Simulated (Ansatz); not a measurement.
SiC with Si replacing C: gradients before and after relaxing the atoms

Start: a supercell of SiC (zinc blende type, F-43m) built from a structure deposited in the COD, with all atoms left at the host's positions.

Space group F-43m (No. 216); a = 13.0740 Å.

```csv
site,Wyckoff,site symmetry,x,y,z
Si1,16e,.3m,0.4167,0.0833,0.4167
Si3,24g,2.mm,0.7500,0.0833,0.7500
Si5,48h,..m,0.7500,0.9167,0.5833
Si14,4d,-43m,0.7500,0.7500,0.7500
Si18,16e,.3m,0.0833,0.5833,0.9167
Si28,4a,-43m,0.5000,0.0000,0.5000
C29,48h,..m,0.6667,0.0000,0.6667
C32,16e,.3m,0.8333,0.8333,0.6667
C36,16e,.3m,0.1667,0.6667,0.8333
C42,24f,2.mm,0.0000,0.6667,0.0000
```

One atom of each set is listed; the run and its k-mesh use a cell of 54 atoms with edges of 9.24, 9.24, 9.24 Å.

Computed with Ansatz: DFT, PBE, plane waves and PAW, scalar-relativistic, 420 eV cutoff, Γ-centred 3×3×3 k-points, Fermi–Dirac smearing 0.01 eV.

The largest force at the start is 10 eV/Å. Relaxing the ions at fixed cell moves them by 0.241 Å at most (atom 2, Si) and 0.070 Å rms.

```
site  moved (Å)             first shell before              first shell after  V_zz before (10²¹ V/m²)  η before
 Si1      0.241  1 Si at 1.89 Å, 3 C at 1.89 Å  3 C at 1.86 Å, 1 Si at 2.13 Å                    -5.30      0.00
 Si3      0.004                  4 C at 1.89 Å             4 C at 1.85–1.89 Å                     0.12      0.96
 Si5      0.003                  4 C at 1.89 Å             4 C at 1.88–1.89 Å                   -0.038      0.38
Si28      0.000                 4 Si at 1.89 Å                 4 Si at 2.13 Å                     0.00         –
 C29      0.051                 4 Si at 1.89 Å            4 Si at 1.85–1.89 Å                    0.066      0.94
 C32      0.001                 4 Si at 1.89 Å            4 Si at 1.88–1.89 Å                   -0.007      0.00
 C42      0.000                 4 Si at 1.89 Å                 4 Si at 1.89 Å                    0.004      0.88
```

Question: How do the gradients change?

Answer: 

```
site  V_zz after  η after  change of V_zz
 Si1       -2.23     0.00           +3.07
 Si3        0.89     0.70               –
 Si5        0.21     0.69           +0.25
Si28        0.00        –            0.00
 C29       -0.80     0.55               –
 C32       0.047     0.00           +0.05
 C42       0.033     0.51           +0.03
```

The largest change of V_zz along a kept axis is on Si1, from -5.30 to -2.23. In per cent, |V_zz| changes by -58 on Si (all sites that start above 0.5). V_zz changes sign on Si5 (axis turned by 17°). On Si3, C29 the largest principal value lies along another axis in the second run, so the two V_zz can't be compared directly. Other sites with |V_zz| of 0.02 or less aren't listed.

The defect repeats with the cell of 54 atoms, so it feels its images: sites between two images don't show the values beside a lone defect, and zeros or small values of η there can come from the images' arrangement.
Before: The cell keeps the host's lattice, where the PBE pressure is 12 GPa. The neighbours have not yet relaxed around the defect (largest force 10 eV/Å), so the values at and beside it are those of a strained start, not of the defect in a real crystal.
After: The relaxation keeps the site symmetry -43m of the start, so the antisite atom can't leave its site; a start off the site could end lower. With a gap of 0.8 eV on this mesh, small gradients can still move by 0.1 × 10²¹ V/m² or more as the k-mesh gets denser. The cell keeps the host's lattice, where the PBE pressure is 10 GPa.
